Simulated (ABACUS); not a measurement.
Input and output of a self-consistent single point for a model cell of Ge2W (I4/mcm, 6 atoms in the cell; prototype structure) (ABACUS).

Level of theory: ABACUS with PBE, numerical atomic orbitals DZP (confined pseudo-atomic orbitals with Gaussian additions; energy shift 0.01 Ry), PseudoDojo 0.5 standard norm-conserving PBE (tails mended) pseudopotentials.

The change in words: volume scaled by 1.04. Reference geometry (I4/mcm):
```xyz
6
Lattice="-3.4309 3.4309 2.7606 3.4309 -3.4309 2.7606 3.4309 3.4309 -2.7606" Properties=species:S:1:pos:R:3 pbc="T T T"
Ge     4.5151     1.0842     0.0000
Ge     1.0842     2.3468     0.0000
Ge     2.3468     1.0842     2.7606
Ge    -1.0842     2.3468     2.7606
W      0.0000     0.0000     4.1410
W      0.0000     0.0000     1.3803
```

Reference input (self-consistent single point, DFT, PBE, numerical atomic orbitals DZP (confined pseudo-atomic orbitals with Gaussian additions; energy shift 0.01 Ry), PseudoDojo 0.5 standard norm-conserving PBE (tails mended) pseudopotentials): basis = DZP numerical atomic orbitals, energy shift 0.01 Ry; KPT = Gamma 5 5 5 0 0 0; basis_type = lcao; dft_functional = PBE; ecutwfc = 100 Ry; smearing_method = fd; smearing_sigma = 0.00734986 Ry; potentials = PseudoDojo 0.5 standard norm-conserving PBE (tails mended); symmetry = 1; symmetry_prec = 1e-05; ks_solver = genelpa; scf_nmax = 100. This run's input differs from it in these lines:

```diff
@@ -31,8 +31,8 @@
 LATTICE_CONSTANT
-10.549297
+10.688116
 
 LATTICE_VECTORS
-  -0.6145922485    0.6145922485    0.4945226925
-   0.6145922485   -0.6145922485    0.4945226925
-   0.6145922485    0.6145922485   -0.4945226925
+  -0.6145922741    0.6145922741    0.4945225929
+   0.6145922741   -0.6145922741    0.4945225929
+   0.6145922741    0.6145922741   -0.4945225929
 
@@ -44,6 +44,6 @@
 4
-   8.5323072706    2.0487911075    0.0000000000
-   2.0487911075    4.4347250555    0.0000000000
-   4.4347250555    2.0487911075    5.2168667568
-  -2.0487911075    4.4347250555    5.2168667568
+   8.6445849098    2.0757513917    0.0000000000
+   2.0757513917    4.4930821264    0.0000000000
+   4.4930821264    2.0757513917    5.2855148377
+  -2.0757513917    4.4930821264    5.2855148377
 
@@ -52,4 +52,4 @@
 2
-  -0.0000000000    0.0000000000    7.8253001352
-   0.0000000000    0.0000000000    2.6084333784
+   0.0000000000    0.0000000000    7.9282722565
+   0.0000000000    0.0000000000    2.6427574188
 # file: KPT
```

Output, abridged:

```
 SELF-CONSISTENT
 -------------------------------------------

                  longest orb rcut (Bohr) = 7.3
   longest nonlocal projector rcut (Bohr) = 2.06
                     search radius (Bohr) = 18.7

                          real space grid = [ 72, 72, 72 ]
                                 init_chg = atomic

 LCAO ALGORITHM --------------- ION=   1  ELEC=   1--------------------------------

 Density error is 0.0333915026
 E_KohnSham     -1017.6521812046     -13845.8682465109
 E_Fermi        0.8320568873         11.3207147272

 LCAO ALGORITHM --------------- ION=   1  ELEC=   2--------------------------------

   [... lines left out ...]

   [... 6 blocks of this kind left out ...]

 LCAO ALGORITHM --------------- ION=   1  ELEC=   9--------------------------------

 Density error is 2.42989506623e-06
 E_KohnSham     -1017.6508508601     -13845.8501462454
 E_Fermi        0.8228364200         11.1952638342

 LCAO ALGORITHM --------------- ION=   1  ELEC=  10--------------------------------

 Density error is 4.51117429431e-07
 E_KohnSham     -1017.6508508603     -13845.8501462479
 E_KS(sigma->0) -1017.6462701986     -13845.7878231491
 E_entropy(-TS) -0.0091613233        -0.1246461976
 E_Fermi        0.8228349629         11.1952440091
 charge density convergence is achieved
 final etot is -13845.850146 eV
 EFERMI = 11.195244009 eV

 STATE ENERGY(eV) AND OCCUPATIONS    NSPIN == 1
   [... 49 lines left out ...]

 TOTAL-FORCE (eV/Angstrom)
                       Ge1        -0.0980825715        -0.0980825715         0.0000000000
                       Ge2        -0.0980825715         0.0980825715         0.0000000000
                       Ge3         0.0980825715        -0.0980825715         0.0000000000
                       Ge4         0.0980825715         0.0980825715         0.0000000000
                        W1         0.0000000000         0.0000000000         0.0000000000
                        W2         0.0000000000         0.0000000000         0.0000000000

 TOTAL-STRESS (KBAR)
      -210.5815898982        -0.0000000000         0.0000000000
        -0.0000000000      -210.5815898982        -0.0000000000
        -0.0000000000        -0.0000000000      -197.8712621161
 TOTAL-PRESSURE: -206.344814 KBAR

 --------------------------------------------
 !FINAL_ETOT_IS -13845.8501462479162001 eV
 --------------------------------------------
```

The run converged in 10 iterations. Against the reference run the free energy goes up by 108 meV/atom, the pressure goes from -19.11 to -20.63 GPa and the largest force goes from 0.248 to 0.139 eV/Å.

The cell was set up from a structure prototype or typed lattice constants and was not relaxed beforehand at this level. The atom-centred basis is finite, which shifts total energies, pressures and forces against plane waves. No clean gap shows at this smearing width and mesh (spacing up to 0.29 Å⁻¹); the mesh is coarse for partly filled bands, so the values carry mesh errors. At this pressure the cell is far from its equilibrium volume at this level.

Cost on one core: roughly 40 core-seconds.

The atomic orbitals were generated for these runs; they are not ABACUS's published sets and were checked against plane waves on a few crystals only.

“Tails mended”: in these copies of the files the far tail of each local potential was reset to the Coulomb form.
